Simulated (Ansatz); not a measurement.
Crystals of one structure type (CsCl type) and one family of elements, relaxed and computed with DFT-PBEsol in the program Ansatz with PAW potentials.

| crystal | K_Hill (GPa) | G_Hill (GPa) |
|---|---|---|
| ScAg | 91.8 | 32.4 |
| YAu | 96.5 | 34.1 |
| ScCu | 98.1 | ? |
| ScAu | 116 | 40.0 |

**Question.** Fit a straight line to ln G against ln K and predict the withheld value.

**Answer.** Least squares on the 3 shown rows: ln G = 0.89 × ln K + (-0.541), with a scatter of 0 %. For ScCu this gives 34.5. The run itself gave 44.0, outside the scatter: the line misses something about this case.

Standing as an ambient phase not checked: ScAg, CsCl type; YAu, CsCl type; ScCu, CsCl type; ScAu, CsCl type. All cells were relaxed under the symmetry of their starts (and spin orders); stability against distortions was not tested throughout. Rows with no word on spin ran without spin polarisation. Scalar-relativistic: spin–orbit coupling is off unless named, which matters more the heavier the elements.

Potentials: the later of the program's two PAW sets.
